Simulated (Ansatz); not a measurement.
AlGaAs2 in space group P-4m2 (No. 115; Pearson symbol tP8), plane-wave PAW PBE (Ansatz code). The conduction-band minimum lies at Γ, with 1 equivalent valley. Second derivatives d²E/dk² of the lowest band at one valley (eV·Å²), along Cartesian directions:

| direction | d²E/dk² |
|---|---|
| [100] | 129.1 |
| [010] | 129.1 |
| [001] | 125.9 |
| [110] | 129.4 |
| [101] | 127.3 |
| [011] | 127.3 |

Problem. Find the principal effective masses, the density-of-states mass and the conductivity mass.

Solution. Off-diagonal terms follow from H_xy = H[110] − (H_xx + H_yy)/2, and m*/mₑ = 7.620 eV·Å² over each eigenvalue: 0.059, 0.059, 0.061. One valley's DOS mass (m₁m₂m₃)^(1/3) = 0.060, conductivity mass 3/(Σ 1/mᵢ) = 0.060 mₑ.

Problem. What effective density of states Nc follows at 300 K for parabolic valleys?

Solution. Nc = 2.509e19 × 1 × (0.060)^(3/2) ≈ 3.7e17 cm⁻³.

The start of the workflow was typed in or built on a structure type; neither database checked (COD, Materials Project) lists it. Its standing as an ambient phase is unchecked. The PBE relaxation kept the symmetry of its start; whether a distortion lowers the energy is not shown. Scalar-relativistic: spin–orbit coupling is off unless named, which matters more the heavier the elements.

Potentials: the earlier of the program's two PAW sets.

Edges and masses are those of Kohn–Sham bands, whose gap is no quasiparticle gap.
